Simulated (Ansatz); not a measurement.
One crystal and one scan (frozen-phonon scan) at two levels, r2SCAN (plane waves to 500 eV, PAW, scalar-relativistic; Ansatz, a quantum-chemistry and plane-wave program) and PBE (plane waves to 420 eV, PAW, scalar-relativistic; Ansatz), each from its own relaxed cell and on its own mesh. The cell shown is that of r2SCAN.

Relaxed Ru (hcp, Mg type):

```
CELL_PARAMETERS angstrom
      5.41163     0.00000     0.00000
     -1.35291     2.34330     0.00000
      0.00000     0.00000     4.26228
ATOMIC_POSITIONS crystal
  Ru 0.16667 0.66667 0.75000
  Ru 0.66667 0.66667 0.75000
  Ru 0.33333 0.33333 0.25000
  Ru 0.83333 0.33333 0.25000
```

The atoms are displaced by Q × the pattern below (from a DFPT mode at M = (0.5, 0.0, 0.0), largest move 1; Q in Å), at fixed cell. (q is in reciprocal vectors of the primitive cell; the cell shown is doubled to hold the pattern.)

| atom | x | y | z |
|---|---|---|---|
| Ru1 | 0.000 | 0.000 | -1.000 |
| Ru2 | 0.000 | 0.000 | 1.000 |
| Ru3 | 0.000 | 0.000 | -1.000 |
| Ru4 | 0.000 | 0.000 | 1.000 |

Ru is run without spin polarisation. Ru was relaxed with its symmetry unable to fall. The PAW data are Ansatz's earlier set. With partly filled bands, energies and forces of such displacements shift with the k mesh and the smearing. Percentages come from the unrounded values. Both scans cover Q from -0.100 to 0.100 Å.

Results of r2SCAN:

| Property | Result |
|---|---|
| Lattice constant a (Å) | 2.706 |
| Lattice constant c (Å) | 4.262 |
| Relaxed volume (Å³/atom) | 13.51 |
| Energy at Q = 0.100 Å (meV/cell) | 237 |
| Harmonic wavenumber from the curvature (finite differences) (cm⁻¹ (negative: imaginary)) | 175 |
| Space group of the distorted cell | Pnnm (No. 58), lowered from P6_3/mmc |
| Symmetry of the curve | even: the same for both signs |
| Shape of the curve | a single well with its minimum at or next to zero displacement |

Estimate the PBE values.


```json
[
 {"quantity": "Lattice constant a (Å)", "PBE": "2.722", "r2SCAN − PBE": "-0.016 (-0.6 %)"},
 {"quantity": "Lattice constant c (Å)", "PBE": "4.291", "r2SCAN − PBE": "-0.029 (-0.7 %)"},
 {"quantity": "Relaxed volume (Å³/atom)", "PBE": "13.77", "r2SCAN − PBE": "-0.26 (-1.8 %)"},
 {"quantity": "Energy at Q = 0.100 Å (meV/cell)", "PBE": "225", "r2SCAN − PBE": "+12 (+5 %)"},
 {"quantity": "Harmonic wavenumber from the curvature (finite differences) (cm⁻¹ (negative: imaginary))", "PBE": "171", "r2SCAN − PBE": "+4 (+2 %)"}
]
```

r2SCAN gives the higher value for: energy at Q = 0.100 Å; harmonic wavenumber from the curvature. r2SCAN gives the lower value for: lattice constant a; lattice constant c; relaxed volume. Both give the same space group of the distorted cell: Pnnm (No. 58), lowered from P6_3/mmc. Neither level is exact: the differences show how much the result hangs on the functional.

(A displaced cell: forces are minus the slopes of the energy, force constants its curvatures, and phonons follow from these.)
